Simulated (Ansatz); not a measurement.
ScAl3:
```
CELL_PARAMETERS angstrom
      4.10519     0.00000     0.00000
      0.00000     4.10519     0.00000
      0.00000     0.00000     4.10519
ATOMIC_POSITIONS crystal
  Sc 0.00000 0.00000 0.00000
  Al 0.50000 0.00000 0.50000
  Al 0.00000 0.50000 0.50000
  Al 0.50000 0.50000 0.00000
```

Relaxed with PBE.

Q: Map the electron localisation function on the plane through (0.000, 0.000, 0.000) spanned by u = [1, 1, 0] and v = [1, 0, 1] in lattice vectors, from the program Ansatz at the PBE level (PAW).

A: x is the fraction of u, y of v (the angle between them is 60°; rows are the nearest grid lines); atoms in the plane: Sc at (0.00, 0.00), Al at (0.00, 0.50), Al at (0.50, 0.50), Al at (0.50, 0.00).
```
y \ x   0.000  0.103  0.172  0.276  0.379  0.448  0.552  0.621  0.724  0.828  0.897   1.00
------  -----  -----  -----  -----  -----  -----  -----  -----  -----  -----  -----  -----
1.00    0.032  0.747  0.185  0.471  0.262  0.108  0.108  0.262  0.471  0.185  0.747  0.032
0.931   0.598  0.731  0.431  0.279  0.619  0.138  0.032  0.138  0.621  0.118  0.431  0.598
0.862   0.579  0.690  0.331  0.208  0.659  0.680  0.257  0.386  0.700  0.403  0.106  0.579
0.759   0.241  0.106  0.118  0.369  0.659  0.703  0.651  0.613  0.679  0.692  0.599  0.241
0.690   0.592  0.442  0.403  0.557  0.619  0.680  0.651  0.579  0.611  0.696  0.648  0.592
0.621   0.262  0.668  0.644  0.668  0.262  0.138  0.544  0.613  0.590  0.544  0.218  0.262
0.552   0.108  0.488  0.712  0.712  0.138  0.108  0.048  0.544  0.645  0.544  0.048  0.108
0.448   0.108  0.048  0.544  0.645  0.544  0.048  0.108  0.138  0.712  0.712  0.488  0.108
0.379   0.262  0.218  0.544  0.590  0.613  0.544  0.138  0.262  0.668  0.644  0.668  0.262
0.310   0.592  0.648  0.696  0.611  0.579  0.651  0.680  0.619  0.557  0.403  0.442  0.592
0.241   0.241  0.599  0.692  0.679  0.613  0.651  0.703  0.659  0.369  0.118  0.106  0.241
0.138   0.579  0.106  0.403  0.700  0.386  0.257  0.680  0.659  0.208  0.331  0.690  0.579
0.0690  0.598  0.431  0.118  0.621  0.138  0.032  0.138  0.619  0.279  0.431  0.731  0.598
0.000   0.032  0.747  0.185  0.471  0.262  0.108  0.108  0.262  0.471  0.185  0.747  0.032
```

The density is the valence pseudo-density with augmentation charge, so density and ELF within about 1 Å of a nucleus are not all-electron values.

Space group Pm-3m (Cu3Au type). The PBE relaxation kept the symmetry of its start; of distortions, only those at the zone centre were tested. The run is not spin-polarised.

Potentials: the later of the program's two PAW sets.
